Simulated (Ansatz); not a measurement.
**Cd (P6_3/mmc) under several functionals**

Plane-wave DFT in Ansatz with scalar-relativistic PAW potentials. The same structure was relaxed (cell and atoms, symmetry kept) in separate runs at each level. No spin polarisation.

Task: How do the levels PBE, PBE+D3(BJ), PBEsol, r2SCAN compare?

Result:
| level | cutoff (eV) | k mesh | V (Å³/atom) | a (Å) | c (Å) |
| --- | --- | --- | --- | --- | --- |
| PBEsol | 420 | 18×18×8 | 21.064 | 2.943 | 5.616 |
| PBE+D3(BJ) | 420 | 18×18×8 | 21.291 | 2.999 | 5.468 |
| r2SCAN | 500 | 18×18×8 | 22.027 | 2.962 | 5.800 |
| PBE | 420 | 18×18×8 | 22.932 | 3.013 | 5.834 |

The usual order of volumes, PBEsol < PBE, holds here (21.064, 22.932 Å³/atom). As a rule PBEsol, built on the gradient expansion of slowly varying densities, lies between LDA and PBE; PBE's stronger gradient term for exchange weakens bonds. Adding D3 to PBE changes the volume by -7.2 %; the term is attractive, so it pulls cells in. In metals the pairwise form ignores screening by the conduction electrons and often pulls in too far. r2SCAN lies 3.9 % under PBE in volume.